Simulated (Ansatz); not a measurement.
# Ta (Fm-3m), tetragonal deformation path

All numbers below come from Ansatz 0.2.0, DFT r2SCAN, scalar-relativistic, plane waves, PAW. The runs took a 500 eV cutoff, a Γ-centred 22×22×22 mesh and Gaussian smearing (0.15 eV). Spin–orbit coupling is left out, which can shift energies with elements as heavy as these. No spin polarisation. Energies are free energies at this smearing, counted from the undisturbed cell; pressure is positive in compression.

The undisturbed cell (as given, not relaxed at this level; it stands at -1.7 GPa; this fcc form isn't the usual structure):

```
Ta
1.0
     0.00000    2.11000    2.11000
     2.11000    0.00000    2.11000
     2.11000    2.11000    0.00000
Ta
1
Direct
  0.00000 0.00000 0.00000
```

At fixed volume and fractional coordinates, lengths along (0.000, 0.000, 1.000) are scaled against those across it; ρ is that ratio over its starting value. The cell is metallic on the mesh throughout. At ρ = 0.707 the cell becomes cubic (Im-3m), and there the slope of the energy vanishes by symmetry.

```tsv
ρ	ΔE (meV/atom)
0.707	-227.5
0.850	-118.3
1.000	0.0
1.414	104.5
```

Problem. Predict the pressure (GPa) at each point.

Solution.
```csv
ρ,pressure (GPa)
0.707,-7.4
0.850,-4.8
1.000,-1.7
1.414,-1.5
```